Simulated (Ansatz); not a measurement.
Values for one crystal, relaxed and computed with r²SCAN in the plane-wave PAW code Ansatz; other levels are named.

| Property | Value |
|---|---|
| Volume per atom | 14.85 Å³ |
| Electronic character | metallic (no gap) |
| Density of states at the Fermi level | 0.45 states/eV per atom (mean over ±0.08 eV) |
| Formation energy from the elements (no fitted shifts) | -0.62 eV/atom |

**Question.** Which of these materials gives this?
A. Zr5Sb3S, P6_3/mcm (Zr on 4d, Zr on 6g, Sb on 6g, S on 2b)
B. GaSiNi6, P4/mmm (Pearson symbol tP8)
C. LaSi3Ru, I4mm (La on 2a, Si on 2a, Si on 4b, Ru on 2a)
D. Zr3Cu4Si4, Immm (Pearson symbol oI22)

**Answer.** D, Zr3Cu4Si4, Immm (Pearson symbol oI22)

The first step of the workflow began from a Materials Project structure, measured or hypothetical; the Crystallography Open Database copy checked does not list it. Its standing as an ambient phase is unchecked. The r²SCAN relaxation kept the symmetry of its start; whether a distortion lowers the energy is not shown. The run is not spin-polarised. The references are the lowest solids computed at this level, not always the standard phases. Spin–orbit coupling is left out wherever it is not named.

Potentials: the later of the program's two PAW sets.
